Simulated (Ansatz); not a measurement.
Relaxed-ion elastic tensor of C in space group Pn-3m (No. 224; C on 2a, C on 8e) in GPa (Voigt order), the program Ansatz at the r²SCAN level (PAW); density 1.79 g/cm³, 11.12 Å³ per atom.

```
 194   168   168   0.0   0.0   0.0
 168   194   168   0.0   0.0   0.0
 168   168   194   0.0   0.0   0.0
 0.0   0.0   0.0  39.5   0.0   0.0
 0.0   0.0   0.0   0.0  39.5   0.0
 0.0   0.0   0.0   0.0   0.0  39.5
```

Q: Is the crystal mechanically stable?

A: Yes: the smallest eigenvalue of C is 25.2 GPa.

Q: Work out the Voigt, Reuss and Hill averages.

A: K_V = 177, K_R = 177, K_H = 177; G_V = 28.7, G_R = 21.3, G_H = 25.0 GPa.

Q: Give Young's modulus, Poisson's ratio, Pugh's ratio and the universal anisotropy index.

A: E = 9KG/(3K + G) = 71.7 GPa; ν = 0.43; K/G = 7.06 (ductile by the Pugh limit of 1.75); A_U = 5G_V/G_R + K_V/K_R − 6 = 1.74.

Q: Estimate the sound speeds and the Debye temperature.

A: v_l = √((K + 4G/3)/ρ) = 10800 m/s, v_t = √(G/ρ) = 3730 m/s, mean 4250 m/s; Θ = (h/k)(3n/4πV)^(1/3) v_m = 566 K.

Q: Give the Zener ratio and Young's modulus along [100], [110] and [111].

A: A = 2C44/(C11 − C12) = 3.13; 1/E = S11 − 2(S11 − S12 − S44/2)Γ with Γ = 0, 1/4, 1/3 gives 37.0, 73.7, 110 GPa.

Q: Solve the Christoffel equation for the three sound speeds along [100], [110], [111].

A: Eigenvalues of C_ijkl n_j n_l equal ρv². In km/s, slowest first: [100] 4.69, 4.69, 10.39; [110] 2.65, 4.69, 11.08; [111] 3.47, 3.47, 11.31.

The start of the workflow was typed in or built on a structure type; neither database checked (COD, Materials Project) lists it. It is not the phase usual at ambient conditions (space group No. 194, 227). The r²SCAN relaxation kept the symmetry of its start; its stability against distortions is not shown here.

Potentials: the earlier of the program's two PAW sets.
